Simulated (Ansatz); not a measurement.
AlN (wurtzite)

```yaml
crystal:
  lattice:
    - [3.10656, 0.00000, 0.00000]
    - [-1.55328, 2.69036, 0.00000]
    - [0.00000, 0.00000, 4.97805]
  atoms:
    - { symbol: Al, position: [0.33333, 0.66667, 0.99658] }
    - { symbol: Al, position: [0.66667, 0.33333, 0.49658] }
    - { symbol: N, position: [0.33333, 0.66667, 0.37822] }
    - { symbol: N, position: [0.66667, 0.33333, 0.87822] }
```

The volume is varied about the relaxed value V₀ at fixed cell shape. The atoms relax within the cell's symmetry.

These are r2SCAN (plane waves to 500 eV, PAW, scalar-relativistic; Ansatz, a program for electronic structure) values and carry that method's errors. k mesh 12×12×7 (Γ-centred), Fermi-Dirac smearing 0.05 eV. Energies are smeared free energies. Compression counts positive. With the shape held, the modulus is that of even scaling; a crystal free to change shape is softer. AlN was relaxed with its symmetry unable to fall. The PAW data are Ansatz's earlier set. The zero of ΔE is the relaxed starting cell.

```
V (Å³/atom)  ΔE (meV/atom)
-----------  -------------
8.737                231.3
9.015                152.9
9.292                 93.3
9.569                 50.1
9.847                 21.3
10.124                 5.1
10.401                 0.0
10.679                 4.7
10.956                17.9
11.233                38.6
11.511            withheld
11.788                99.2
12.066               137.4
```

Fit a third-order Birch-Murnaghan form (E₀, V₀, B₀, B₀′ free) to the given rows and predict ΔE at V = 11.511.

Least squares on the 12 given rows: ΔE = E₀ + (9V₀B₀/16)·y²·[2 + (B₀′ − 4)y], y = (V₀/V)^(2/3) − 1, with V₀ = 10.402 Å³/atom, B₀ = 210.4 GPa (160.2 GPa = 1 eV/Å³; the term in eV is multiplied by 1000), B₀′ = 3.83, E₀ = 0.06 meV/atom; root-mean-square residual 0.07 meV/atom. At 11.511 the fit gives 66.0 meV/atom; the calculation gives 66.0 meV/atom, the same to the digits shown. For the pressure the fit gives -17.6 GPa against the computed -17.6 GPa.

(Under strain, the slope of the energy per volume gives the stress and its curvature an elastic modulus.)
